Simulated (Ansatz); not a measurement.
## CdSe: the gap against volume

CdSe, F-43m, a = 6.134 Å. This isn't the usual stable structure of the compound. Ansatz: r2SCAN, PAW, 500 eV, Γ-centred 8×8×8 mesh on 2 atoms, Gaussian smearing 0.02 eV; no spin polarisation. Symmetry fixes shape and atoms, so the cell is only scaled; x = ln(V/V0) with V0 = 28.844 Å³/atom. The gap is read at the mesh points alone.

| x | gap y (eV) |
| --- | --- |
| -0.0619 | ? |
| -0.0305 | 1.107 |
| 0.0000 | 1.039 |
| 0.0296 | 0.973 |
| 0.0583 | 0.908 |

**Question.** Fit a straight line to the other rows, give the volume deformation potential of the gap and its pressure coefficient, and predict the missing gap. B0 = 51.6 GPa.

**Answer.** Means x = 0.01435, y = 1.0068; Σ(Δx)² = 0.004382, ΣΔxΔy = -0.009814; the slope is their ratio. y = 1.039 − 2.240 x. The slope is the deformation potential a = dE_g/d ln V = -2.24 eV, and dE_g/dP = −a/B0 = 43.4 meV/GPa. At x = -0.0619 the fit asked for gives 1.178 eV. The run gave 1.176 eV, so the fit is 0.002 eV too high, a small miss on the scale of the series. The form still works here, 35 % of the fitted range beyond its end.

Spin-orbit coupling is left out; it would lift a valence top of Se p states by 0.1 to 0.15 eV. Semilocal functionals give gaps under the measured ones; changes of the gap mostly carry over better.